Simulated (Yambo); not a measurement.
GaP (zinc blende, space group F-43m, No. 216): a test of whether the lowest BSE state is resolved, against the k mesh (Yambo, LDA bands; otherwise 3 valence and 4 conduction bands, static screening with 23 bands and a 4 Ry block, scissor 0.77 eV, Tamm-Dancoff).

```
k mesh    direct gap (eV)  lowest state (eV)  difference (eV)  k points taking part  rough cost
--------  ---------------  -----------------  ---------------  --------------------  ----------
4×4×4                2.66               2.53             0.13                   1.0  about 1/60
6×6×6                2.66               2.52             0.13                   1.0  about 1/10
8×8×8                2.66               2.54             0.12                   1.0   about 1/3
10×10×10             2.66               2.56             0.10                   1.0           1
```

The last step moves the difference by 0.02 eV. Even the densest mesh doesn't resolve the state: none of these energies is a result, and the difference is no binding energy.

These are vertical excitations (zero momentum); the indirect quasiparticle gap, about 2.25 eV, is smaller than the direct one (2.66 eV on the GW mesh). The scissor comes from a G0W0 run whose convergence isn't established; costs are rough.

Spin-orbit splittings are left out.

The standard potential for Ga keeps a d shell in the valence without the s and p states of that shell. In tests on such compounds this moved G0W0 gaps by up to about 0.9 eV, so absolute quasiparticle energies here are unreliable; differences between settings are what counts.

Geometry relaxed with LDA; primitive cell a = b = c = 3.810 Å, α = β = γ = 60.00°.
